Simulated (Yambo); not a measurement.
G0W0@LDA for Ba₂MgWO₆ (space group Fm-3m, No. 225) in Yambo. Reference settings: 2×2×2 Γ-centred k mesh, bands 3 to 214 and a 7 Ry block in the screening, 214 bands in G with the Bruneval-Gonze terminator, plasmon pole fitted at 27.2 eV. The LDA gap Γ → X on this mesh is 2.69 eV; G0W0 gaps are taken between the same points.

```
change from the reference                                G0W0 gap Γ → X (eV)  shift of the valence edge (eV)
-------------------------------------------------------  -------------------  ------------------------------
reference settings                                                      4.50                           -0.46
92 bands in W, 92 bands in G                                            4.71                           -0.26
4×4×4 mesh                                                              4.51                           -0.51
127 bands in W, 127 bands in G, 6 Ry block                              4.60                           -0.34
64 bands in W, 64 bands in G, 3 Ry block, no terminator                 5.38                           -0.22
92 bands in W, 92 bands in G, no terminator                                ?                            0.11
64 bands in W, 64 bands in G                                            4.98                           -0.27
64 bands in W, 64 bands in G, 4 Ry block                                   ?                           -0.30
```

### Question
Estimate the withheld gaps from the other rows; the computed values follow.

### Answer

- 92 bands in W, 92 bands in G, no terminator, G0W0 gap Γ → X (eV): 4.88
- 64 bands in W, 64 bands in G, 4 Ry block, G0W0 gap Γ → X (eV): 5.03

The reference isn't shown to be the converged limit.

Spin-orbit coupling is not included.

Geometry of the Materials Project entry, not relaxed at this level; primitive cell a = 5.824 Å, b = 5.824 Å, c = 5.824 Å, α = 60.00°, β = 60.00°, γ = 60.00°.

A shift is the quasiparticle energy of the state minus its LDA energy.
